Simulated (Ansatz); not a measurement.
ZnSe:
```cif
data_SeZn
_chemical_formula_sum 'Se1 Zn1'
_space_group_name_H-M_alt 'P 1'
_space_group_IT_number 1
_cell_length_a 4.00596
_cell_length_b 4.00596
_cell_length_c 4.00596
_cell_angle_alpha 60.000
_cell_angle_beta 60.000
_cell_angle_gamma 60.000
loop_
_space_group_symop_operation_xyz
  'x, y, z'
loop_
_atom_site_label
_atom_site_type_symbol
_atom_site_fract_x
_atom_site_fract_y
_atom_site_fract_z
_atom_site_occupancy
Se1 Se 0.75000 0.75000 0.75000 1
Zn1 Zn 0.00000 0.00000 0.00000 1
```

Relaxed with r²SCAN.

Problem. Which orbitals make up the states near the band edges in DFT-r²SCAN in the program Ansatz with PAW potentials?

Solution. Top 1 eV of the valence band: Se 4p 89 %, Zn 3d 7 %. Bottom 1 eV of the conduction band: Zn 4s 59 %, Se 4s 22 %, Se 4p 16 %. Projections are on Löwdin-orthogonalised atomic valence shells; empty p or d shells of many metals are not among them.

Problem. Tabulate the density of states.

Solution. States/eV per cell of 2 atoms, in 0.25 eV bins, energy from the valence-band maximum.

```
E (eV)  total  Zn 3d  Se 4p  Zn 4s
------  -----  -----  -----  -----
-7.85    0.00   0.00   0.00   0.00
-7.60    0.00   0.00   0.00   0.00
-7.35    0.00   0.00   0.00   0.00
-7.10    0.00   0.00   0.00   0.00
-6.85    0.00   0.00   0.00   0.00
-6.60   17.75  16.29   1.32   0.12
-6.35   17.69  17.33   0.26   0.07
-6.10    4.57   4.30   0.08   0.07
-5.85    0.00   0.00   0.00   0.00
-5.60    0.00   0.00   0.00   0.00
-5.35    0.02   0.00   0.01   0.00
-5.10    0.41   0.02   0.29   0.09
-4.85    1.74   0.12   1.10   0.47
-4.60    2.12   0.20   1.25   0.58
-4.35    0.89   0.12   0.52   0.20
-4.10    0.62   0.09   0.36   0.12
-3.85    0.46   0.06   0.27   0.09
-3.60    0.37   0.05   0.22   0.06
-3.35    0.29   0.04   0.17   0.05
-3.10    0.75   0.06   0.60   0.04
-2.85    1.45   0.10   1.23   0.05
-2.60    1.27   0.09   1.08   0.05
-2.35    1.55   0.09   1.34   0.05
-2.10    1.87   0.10   1.65   0.04
-1.85    1.82   0.10   1.60   0.03
-1.60    1.81   0.11   1.59   0.03
-1.35    1.76   0.11   1.56   0.02
-1.10    1.80   0.11   1.60   0.01
-0.85    1.42   0.09   1.27   0.01
-0.60    0.86   0.06   0.76   0.00
-0.35    0.55   0.04   0.49   0.00
-0.10    0.19   0.01   0.17   0.00
0.15     0.00   0.00   0.00   0.00
0.40     0.00   0.00   0.00   0.00
0.65     0.00   0.00   0.00   0.00
0.90     0.00   0.00   0.00   0.00
1.15     0.00   0.00   0.00   0.00
1.40     0.00   0.00   0.00   0.00
1.65     0.00   0.00   0.00   0.00
1.90     0.00   0.00   0.00   0.00
2.15     0.01   0.00   0.00   0.00
2.40     0.02   0.00   0.00   0.01
2.65     0.03   0.00   0.01   0.02
2.90     0.05   0.00   0.01   0.03
3.15     0.14   0.00   0.03   0.08
3.40     0.46   0.00   0.09   0.23
3.65     0.72   0.00   0.12   0.27
3.90     0.99   0.00   0.16   0.34
4.15     1.62   0.00   0.30   0.56
4.40     1.97   0.01   0.38   0.67
4.65     1.41   0.00   0.28   0.49
4.90     1.03   0.00   0.20   0.32
5.15     0.90   0.00   0.16   0.24
5.40     0.65   0.00   0.09   0.13
5.65     0.65   0.00   0.08   0.12
5.90     1.13   0.00   0.13   0.18
6.15     1.84   0.00   0.16   0.21
6.40     1.46   0.00   0.10   0.13
6.65     1.02   0.00   0.06   0.08
```

Space group F-43m (zinc blende). The r²SCAN relaxation kept the symmetry of its start; phonons on a q-mesh show no instability. Scalar-relativistic: spin–orbit coupling is off unless named, which matters more the heavier the elements.

Potentials: the later of the program's two PAW sets.
